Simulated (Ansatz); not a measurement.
# TmC (CsCl-type structure)

Level of theory: DFT, PBEsol, scalar-relativistic, collinear spin; plane waves to 420 eV with PAW datasets (Ansatz 0.2.0), 10×10×10 k-mesh, Gaussian smearing of 0.05 eV; PAW files: Ansatz's generated set soft_2.

```
Tm C
1.0
     2.98108    0.00000    0.00000
     0.00000    2.98108    0.00000
     0.00000    0.00000    2.98108
Tm C
1 1
Direct
  0.00000 0.00000 0.00000
  0.50000 0.50000 0.50000
```

The cell came from substitution into a structure type; whether the compound takes it is for experiment to say.

Magnetic state: ferromagnetic, site spin moments Tm 1.30 μB.

The cell is relaxed to zero pressure at this level.

Path: Γ–X–M–Γ–R–X | R–M, with Γ = (0.000, 0.000, 0.000), X = (0.000, 0.500, 0.000), M = (0.500, 0.500, 0.000), R = (0.500, 0.500, 0.500) in reciprocal vectors of the calculation's cell.

Is it a metal or an insulator, and if it has a gap, where are the band edges on this path?

A metal: bands cross the Fermi level.

Bands as a text map, energy in eV from the Fermi level (dashes), each leg drawn with the same width, + spin up, o spin down, # both:
```
  3.71 |   #                            +            
  3.43 |                   #                         
  3.14 |                       #                 o   
  2.86 |                 o               o       +   
  2.57 |  #       oo    o+               +           
  2.29 |         o++ o# + # o o                    o#
  2.00 | o       +  #+ o    + +           #       o+ 
  1.71 |##    o##   o  #   #o#             #      +  
  1.43 | +o  o+     +#  o  o+                     oo 
  1.14 |  +oo+     o  # +oo+  o                   ++#
  0.86 |   ##      +     ++   +         oo           
  0.57 |  #++     #                    o++       o   
  0.29 |##   #   o   oo     o#ooooo       o     o+ oo
  0.00 |-#----#oo#oooooooooo#-+#ooooooo#oo#oooooooooo
 -0.29 |ooooooo##oooooooooooooo#o#ooooooooo#ooooooooo
 -0.57 |oo#ooo  o##+     o##ooo + +      o#     +    
 -0.86 |   +   ++#+######++oo oo+  +  + o+#+  ++  ###
 -1.14 |++#+++++++++++++++#++++#+++++++++++++++++#+++
 -1.43 |++++++++++#+    +#+#+++++#+    #+#++         
 -1.71 |        +++o##+#o+++   +o      +  +      ++++
 -2.00 |   o       ++oo +       ++o      +      o  oo
 -2.29 |   +         ++#  o       +     o       + o++
 -2.57 |            o  +  +      o    # +        o+  
 -2.86 |            +   o        +             o +   
 -3.14 |    #           +#             o       +o    
 -3.43 |           #              ##   +#       +    
 -3.71 |                             ##       ##     
 -4.00 |     #    #                o o+  o    o      
        Γ      X      M      Γ      R      XR       M
```

Without a U the open 4f shell is pinned at the Fermi level, an artefact: in the real crystal it splits into occupied and empty levels away from it, and its large orbital moment is missing here. No spin–orbit coupling, a notable omission for heavy elements. The run wasn't fully tested for a lower electronic state. Site moments are of spin, integrated over atomic spheres. No antiparallel order was tried.

The state of the open shells isn't shown to be the lowest, and forces and pressures are less sure for it.
